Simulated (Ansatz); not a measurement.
A: BN (h-BN type, space group P6_3/mmc), a = b = 2.5058 Å, c = 6.6162 Å, α = β = 90.00°, γ = 120.00°
B: MoS₂ (2H-MoS2 type, space group P6_3/mmc), a = b = 3.149 Å, c = 12.091 Å, α = β = 90.00°, γ = 120.00°
C: TaS2 (CdI2 type), a = b = 3.3294 Å, c = 5.7862 Å, α = β = 90.00°, γ = 120.00°

Scan: energy over volume and axial ratio (atoms clamped). One method and one kind of scan serve all of them; meshes and ranges differ. All were relaxed with their symmetry unable to fall. MoS2 is run without spin polarisation. Spin-orbit coupling is left out. TaS2 is run without spin polarisation. The PAW data are Ansatz's earlier set.

Question: Rank these by modulus against c/a change at fixed volume, (3/4V)·∂²E/∂(ln c/a)² (fitted) (lowest first), as PBE-D3(BJ) (plane waves to 420 eV, PAW, scalar-relativistic; Ansatz, a first-principles code) gives it.

Answer: C (62 GPa), B (95 GPa), A (191 GPa)

(Under strain, the slope of the energy per volume gives the stress and its curvature an elastic modulus.)
